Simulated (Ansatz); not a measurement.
Put Li3CuAu2 in P3m1 (No. 156): Li on 1a, 1a and 1b; Cu on 1a; Au on 1b and 1b. Recipe of this trial structure of Li3CuAu2: close-packed layers stacked ABABAB (elements of the layers in order: Cu Au Li Au Li Li).

All numbers below come from DFT PBE, scalar-relativistic, plane waves, PAW (Ansatz). Cutoff 420 eV, Γ-centred mesh, Gaussian smearing, no spin polarisation.

Formation energies are uncorrected and refer to the elements' standard structures at the same level.

Task: Which cell and coordinates does it relax to?

Result:

Space group P3m1 (No. 156). a = 2.893 Å, b = 2.893 Å, c = 13.264 Å, α = 90.00°, β = 90.00°, γ = 120.00°
```
atom  site  symmetry       x       y       z
  Li    1a       3m.  0.0000  0.0000  0.3240
  Li    1a       3m.  0.0000  0.0000  0.6474
  Li    1b       3m.  0.3333  0.6667  0.8446
  Cu    1a       3m.  0.0000  0.0000  0.9974
  Au    1b       3m.  0.3333  0.6667  0.1631
  Au    1b       3m.  0.3333  0.6667  0.4870
```

Around Li on its first site lie 6 Au at 2.71–2.73 Å and 6 Li at 2.89 Å; Li on its second site is surrounded by 3 Au at 2.71 Å, 6 Li at 2.89 Å and 3 Li at 3.10 Å; Cu has 3 Li at 2.63 Å, 3 Au at 2.76 Å and 6 Cu at 2.89 Å; Au on its first site has 3 Li at 2.71 Å, 3 Cu at 2.76 Å and 6 Au at 2.89 Å; 2 more sites not described. Another local minimum with the same sites may exist.

Task: Where does its energy lie, and is it a metal?

Result: The energy over the elements is −0.19 eV/atom and the gap on the 12×12×4 mesh of the 6-atom cell is 0 eV (a metal). It lies below the elements, which doesn't yet make it stable against other compounds or structures.

The last run used Gaussian smearing of 0.10 eV. These runs have no spin–orbit coupling, which can matter for Au. A structure relaxed within its symmetry needn't be a true minimum.
